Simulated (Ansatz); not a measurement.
A geometry of CsPbCl$_{3}$ away from equilibrium: step 4 of the relaxation of a relaxed CsPbCl3 cell, doubled along one cell vector, shaken by Gaussian noise of σ = 0.08 Å a coordinate. Computed with PBE (plane waves to 420 eV, PAW, scalar-relativistic; Ansatz, a program for electronic structure). Γ-centred k-mesh 4×2×4 on the run's cell (coarser than for final values), Fermi–Dirac smearing 0.05 eV.

```xyz
10
Lattice="6.2166 0.0060 0.0019 0.0121 12.6138 -0.0037 0.0020 -0.0020 6.5737" Properties=species:S:1:pos:R:3:forces:R:3 pbc="T T T" free_energy=-41646.898 pressure_GPa=1.2
Cl    -0.0896     2.5881     0.0456    0.1246    0.3467   -0.0041
Cl    -0.1055     9.0151    -0.0066    0.3623    0.0971    0.0585
Cl     3.3767     0.0310    -0.0184    0.5829    0.1985    0.0222
Cl     3.4123     6.2942     0.0240    0.7635    0.8534   -0.0215
Cl     2.8870     3.5052     3.4533   -0.0794    0.0549   -0.0388
Cl     3.1718     9.4619     2.9743   -0.0102    0.0248   -0.0130
Cs     3.0462     3.3752     0.1470   -0.2436   -0.8695    0.1335
Cs     3.0853     9.4538    -0.3250   -0.4185    0.2602   -0.2159
Pb    -0.1019     0.1267     0.0380   -0.5574   -0.5774    0.0131
Pb    -0.0724     6.5231     0.0318   -0.5242   -0.3886    0.0659
```

Positions in Å, forces in eV/Å, free energy of the cell in eV (comparable only within this code, potentials and settings). Largest force: 1.15 eV/Å, on Cl4 (atoms numbered as listed); the geometry lies 0.49 eV/atom above the end of its relaxation.

No spin polarisation in the result.

The end of the path is a generated cell of CsPbCl3: the first start was made by a random draw of sites in a space group, and the end was not matched to a known phase here, so it may be hypothetical. Known forms of CsPbCl3 include space group No. 221.
